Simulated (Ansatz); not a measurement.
AlGaAs2:
```xyz
8
Lattice="4.0123 0.0000 0.0000 0.0000 4.0123 0.0000 0.0000 0.0000 11.3317" Properties=species:S:1:pos:R:3 pbc="T T T"
Ga     2.0062     0.0000     9.9184
As     0.0000     0.0000     0.0000
Ga     0.0000     2.0062     1.4132
As     2.0062     2.0062     2.8331
Al     2.0062     0.0000     4.2466
As     0.0000     0.0000     5.6658
Al     0.0000     2.0062     7.0850
As     2.0062     2.0062     8.4986
```

Relaxed with r²SCAN.

Question: Give the Bader charges and basin volumes of the independent atoms, plane-wave PAW r²SCAN (Ansatz code).

Answer: 

```tsv
atom	Bader charge (e)	Bader volume (Å³)
Ga1	+0.78	16.6
As2	-0.77	28.8
As4	-1.43	33.6
Al5	+2.08	7.4
As6	-2.08	38.3
```

Space group P-4m2. The start of the workflow was typed in or built on a structure type; neither database checked (COD, Materials Project) lists it. Its standing as an ambient phase is unchecked. The cell was relaxed with r²SCAN under the symmetry of its start; its stability against distortions is not shown here.

Potentials: the earlier of the program's two PAW sets.
